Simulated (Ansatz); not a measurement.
## NbTe$_{8}$Mo$_{3}$ (P-6m2) at 2 levels of theory

One geometry, relaxed with PBE; plane waves with PAW potentials in Ansatz, scalar-relativistic. Collinear spin, ending at 0.5 μB a primitive cell. Gaps are the least over mesh and band path; pressure is positive in compression.

```cif
data_structure
_symmetry_space_group_name_H-M 'P-6m2'
_symmetry_Int_Tables_number 187
_cell_length_a 3.5847
_cell_length_b 3.5847
_cell_length_c 34.6057
_cell_angle_alpha 90.000
_cell_angle_beta 90.000
_cell_angle_gamma 120.000
_cell_volume 385.12
loop_
_atom_site_label
_atom_site_type_symbol
_atom_site_symmetry_multiplicity
_atom_site_Wyckoff_symbol
_atom_site_fract_x
_atom_site_fract_y
_atom_site_fract_z
_atom_site_occupancy
Nb1 Nb 1 a 0.00000 0.00000 0.00000 1
Te1 Te 2 h 0.33333 0.66667 0.19829 1
Te2 Te 2 h 0.33333 0.66667 0.44806 1
Te3 Te 2 h 0.33333 0.66667 0.69782 1
Te4 Te 2 h 0.33333 0.66667 0.94537 1
Mo1 Mo 2 g 0.00000 0.00000 0.25023 1
Mo2 Mo 1 b 0.00000 0.00000 0.50000 1
```

| level | cutoff (eV) | k mesh | gap (eV) | pressure (GPa) | largest moment (μB) |
| --- | --- | --- | --- | --- | --- |
| PBE | 420 | 12×12×2 | 0 | 0.0 | 0.30 |

**Question.** What comes out on the same cell with PBEsol?

**Answer.**
```csv
level,cutoff (eV),k mesh,gap (eV),pressure (GPa),largest moment (μB)
PBEsol,420,12×12×2,0,-2.8,0.18
```

Spin-orbit coupling matters for the bands of heavy elements and is left out. The cell holds layers, chains or molecules and no dispersion correction was added, so their binding is poorly described.

It was reached by relaxing an invented guess, and it needn't be the stable form of this composition.
